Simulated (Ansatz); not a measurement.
Ti$_{2}$SnC in space group P6_3/mmc (No. 194; Ti on 4f, Sn on 2d, C on 2a) under volume change, PBEsol in the plane-wave PAW code Ansatz, shape and atoms relaxed at each volume.

```tsv
V (Å³/atom)	E − E(relaxed) (meV/atom)	P (GPa)
13.242	64.4	17.18
13.679	27.0	10.49
14.115	6.4	4.81
14.552	0.0	0.00
14.988	5.7	-4.07
15.425	…	…
15.862	…	…
```

**Question.** Fill in the missing entries.

**Answer.** 
- 15.862, E − E(relaxed) (meV/atom): 46.0
- 15.862, P (GPa): -10.37
- 15.425, E − E(relaxed) (meV/atom): 21.6
- 15.425, P (GPa): -7.51

**Question.** What does a third-order Birch–Murnaghan fit give for V₀, B₀ and B′?

**Answer.** V₀ = 14.55 Å³/atom, B₀ = 147 GPa, B′ = 4.6.

The first step of the workflow began from a Materials Project structure, measured or hypothetical; the Crystallography Open Database copy checked does not list it. Its standing as an ambient phase is unchecked. The PBEsol relaxation kept the symmetry of its start; whether a distortion lowers the energy is not shown. No spin polarisation was allowed. Scalar-relativistic: spin–orbit coupling is off unless named, which matters more the heavier the elements.

Potentials: the later of the program's two PAW sets.
